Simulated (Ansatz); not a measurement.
Hg, DFT, PBEsol, all-electron PAW with datasets made for the crystal, scalar-relativistic (Ansatz 0.2.0), run on 1 thread of Arm Neoverse V1 on a shared host.

The cell comes from COD entry 1538509, which wasn't checked; take it as a given geometry. The listed cell was then made from it by scaling, straining or moving an atom.

Command: `ansatz run input.yaml --threads 1 --pin off --max-ram 4096MiB --backend cpu --events-out ev --progress --plain --runs-dir out`

```yaml
crystal:
  lattice:
    - [4.5400020208, 0.0, 0.0]
    - [-2.2700010104, 3.9317570832, 0.0]
    - [0.0, 0.0, 3.9474]
  atoms:
    - { symbol: Hg, position: [0.3333333333, 0.6666666667, 0.5] }
    - { symbol: Hg, position: [0.0, 0.0, 0.0] }
    - { symbol: Hg, position: [0.6666666667, 0.3333333333, 0.5] }
kpoints:
  mp_grid: { grid: [8, 8, 9] }
scf:
  occupations: { method: fermi_dirac, width: 0.05 }
hamiltonian:
  xc: pbesol
  pseudopotentials: { kind: all_electron, datasets: crystal }
output:
  forces: true
  stress: true
  eigenvalues: true
  efg: { contact_densities: true }
```

Q: How large is the problem that the program sets up?

A: 50 irreducible k-points, 827 plane waves at Γ, 22 bands.

Q: About how long does it take, and how much memory does it use?

A: 13 s of wall time for 9 SCF iterations, with a peak of 0.55 GiB. Times on shared machines scatter by tens of per cent.

Q: And the same cell and mesh by frozen-core PAW, asked for forces, stress, eigenvalues, efg, on the same hardware?

A: 7.4 s, peak memory 0.41 GiB.
